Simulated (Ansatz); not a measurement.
CH3NH2 on the (100) surface of HfN, space group Fm-3m (No. 225) (top face towards +c; held atoms: 1, 2, 3, 4, 5, 6, 7, 8), one molecule per 40.8 Å². Starting structure (random tilt, lowest atom H over a bridge Hf-N site; the molecule's atoms stand last):

```yaml
crystal:
  lattice:
    - [6.38781, 0.00000, 0.00000]
    - [0.00000, 6.38781, 0.00000]
    - [0.00000, 0.00000, 24.92197]
  atoms:
    - { symbol: Hf, position: [0.25000, 0.25000, 0.32100] }
    - { symbol: Hf, position: [0.25000, 0.75000, 0.32100] }
    - { symbol: Hf, position: [0.75000, 0.25000, 0.32100] }
    - { symbol: Hf, position: [0.75000, 0.75000, 0.32100] }
    - { symbol: N, position: [0.50000, 0.50000, 0.32100] }
    - { symbol: N, position: [0.50000, 0.00000, 0.32100] }
    - { symbol: N, position: [0.00000, 0.50000, 0.32100] }
    - { symbol: N, position: [0.00000, 0.00000, 0.32100] }
    - { symbol: Hf, position: [0.50000, 0.50000, 0.41080] }
    - { symbol: Hf, position: [0.50000, 0.00000, 0.41080] }
    - { symbol: Hf, position: [0.00000, 0.50000, 0.41080] }
    - { symbol: Hf, position: [0.00000, 0.00000, 0.41080] }
    - { symbol: N, position: [0.75000, 0.75000, 0.40861] }
    - { symbol: N, position: [0.75000, 0.25000, 0.40861] }
    - { symbol: N, position: [0.25000, 0.75000, 0.40861] }
    - { symbol: N, position: [0.25000, 0.25000, 0.40861] }
    - { symbol: Hf, position: [0.75000, 0.75000, 0.49657] }
    - { symbol: Hf, position: [0.75000, 0.25000, 0.49657] }
    - { symbol: Hf, position: [0.25000, 0.75000, 0.49657] }
    - { symbol: Hf, position: [0.25000, 0.25000, 0.49657] }
    - { symbol: N, position: [0.00000, 0.00000, 0.50509] }
    - { symbol: N, position: [0.00000, 0.50000, 0.50509] }
    - { symbol: N, position: [0.50000, 0.00000, 0.50509] }
    - { symbol: N, position: [0.50000, 0.50000, 0.50509] }
    - { symbol: C, position: [0.96404, 0.85421, 0.66764] }
    - { symbol: N, position: [0.02843, 0.97195, 0.62041] }
    - { symbol: H, position: [0.87040, 0.71606, 0.65516] }
    - { symbol: H, position: [0.86605, 0.95489, 0.69388] }
    - { symbol: H, position: [0.10356, 0.80040, 0.69047] }
    - { symbol: H, position: [0.12500, 0.87500, 0.59737] }
    - { symbol: H, position: [0.12095, 0.09712, 0.63339] }
```

Method: Ansatz 0.2.0, DFT PBE+D3(BJ), scalar-relativistic, plane waves, PAW. Cutoff 420 eV; k points 3×3×1 on the computed 31-atom cell (Γ-centred); Gaussian smearing, width 0.10 eV; no spin polarisation. The cell repeats along c with a dipole correction in the vacuum.

E_ads is per molecule, from the clean relaxed slab and the free relaxed molecule; negative means bound; no zero-point or thermal terms, forces under 0.04 eV/Å, and the free molecule is spin-polarised where open-shell. Heights count from the highest slab atom.

Task: How strongly does it adsorb?

Result: -1.29 eV.

Task: Does the molecule survive, and how close does it come to the surface?

Result: It stays whole. Its lowest atom lies 2.23 Å over the highest slab atom; shortest contacts N–Hf 2.38 Å.

Task: How does the dipole along +c change?

Result: The dipole changes by +0.108 e·Å a cell.

Each end is the local minimum that its start leads to.